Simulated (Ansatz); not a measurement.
Electric field gradients in Bi2Se3 at a changed volume

The cell is a structure deposited in the COD, relaxed with PBE at fixed cell and then changed (volume scaled by 0.96, ions relaxed).

```
Bi Se
1.0
     1.93840    1.11914    9.01910
    -1.93840    1.11914    9.01910
     0.00000   -2.23828    9.01910
Bi Se
2 3
Direct
  0.59706 0.59706 0.59706
  0.40294 0.40294 0.40294
  0.79676 0.79676 0.79676
  0.20324 0.20324 0.20324
  0.00000 0.00000 0.00000
```

Atoms are numbered from 1 in the order listed; like atoms form one site, named after its first atom.

All values are calculated (Ansatz; DFT, PBE, plane waves and PAW, scalar-relativistic, 420 eV cutoff, Γ-centred 14×14×14 k-points, Fermi–Dirac smearing 0.05 eV), not measured.

C_Q = eQV_zz/h, which is 24.18 MHz for Q = 1 b and V_zz = 10²¹ V/m²; η = (V_xx − V_yy)/V_zz.

Bi-209: I = 9/2, Q = -516.0 mb. Nuclear quadrupole moments: year-2017 set (Pyykkö).

```tsv
site	atoms (order as listed)	first shell	V_xx, V_yy, V_zz (10²¹ V/m²)	η	C_Q (MHz)
Bi	1, 2	6 Se at 2.77–2.93 Å	-1.56, -1.56, 3.13	0.00	-39.0
Se3	3, 4	3 Bi at 2.77 Å	-2.57, -2.57, 5.14	0.00	–
Se5	5	6 Bi at 2.93 Å	-4.72, -4.72, 9.43	0.00	–
```

An axis of threefold or higher order runs through Bi, Se3 and Se5, so V_zz lies along it and η is zero.

Se has no stable isotope with a ground-state quadrupole moment in the table, so no C_Q is given.

The run finds no gap above 0.1 eV (a metal, or nearly one), so the gradients can move by 10 % or more with the k-mesh. Spin–orbit coupling is left out, which shifts gradients on Bi by a few per cent in wide-gap crystals, and can shift them far more where the calculated gap is small or absent, as here. At this changed cell the PBE pressure is 16 GPa.
